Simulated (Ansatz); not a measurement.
Values for one crystal, relaxed and computed with r²SCAN in the plane-wave PAW code Ansatz; other levels are named.

| Item | Result |
|---|---|
| Volume per atom | 35.27 Å³ |
| Band gap | 1.16 eV (direct) |
| Hole effective mass, band 1 of 3 at the edge | 0.55 along [100], 2.7 along [110], 1.2 along [111] (mₑ) |
| Highest zone-centre frequency (without LO–TO term) | 136 cm⁻¹ |
| Pressure derivative B′ | 4.6 |
| Valence-band maximum | at Γ |
| Zone-centre stability | no imaginary mode at Γ |

Q: Which of these materials gives this?
A. CdTe, zinc blende
B. SiO2, Pbcn (Si on 4c, O on 8d)
C. Si3N4, P31c (Pearson symbol hP28)
D. TiO2, P2_1/c (Ti on 4e, O on 4e, O on 4e)

A: A, CdTe, zinc blende

Space group F-43m (zinc blende). Symmetry was held in the r²SCAN relaxation. Scalar-relativistic: spin–orbit coupling is off unless named, which matters more the heavier the elements.

Potentials: the earlier of the program's two PAW sets.
